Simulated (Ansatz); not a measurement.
MoN$_{2}$ in space group P4/mbm (No. 127; Mo on 2a, N on 4h) at seven volumes, PBE in the plane-wave PAW code Ansatz, shape and atoms relaxed at each. One row is withheld.

```csv
V (Å³/atom),P (GPa)
7.838,39.45
8.096,24.02
8.354,?
8.613,0.00
8.871,-9.25
9.130,-17.01
9.388,-23.48
```

Question: Fit the shown pressures and predict the withheld one.

Answer: Third-order Birch–Murnaghan: P = (3/2)B₀(x^(7/2) − x^(5/2))[1 + (3/4)(B′ − 4)(x − 1)] with x = (V₀/V)^(2/3). Least squares on the six rows gives V₀ = 8.613 Å³/atom, B₀ = 334.5 GPa, B′ = 4.75. At V = 8.354, x = 1.0206 and P = 10.98 GPa. The run itself gave 10.99 GPa.

The workflow started from a Materials Project entry (that database holds measured and hypothetical structures alike); the Crystallography Open Database copy checked does not list it. Whether it is the stable phase at ambient conditions was not checked. The PBE relaxation kept the symmetry of its start; whether a distortion lowers the energy is not shown. No spin polarisation was allowed.

Potentials: the later of the program's two PAW sets.
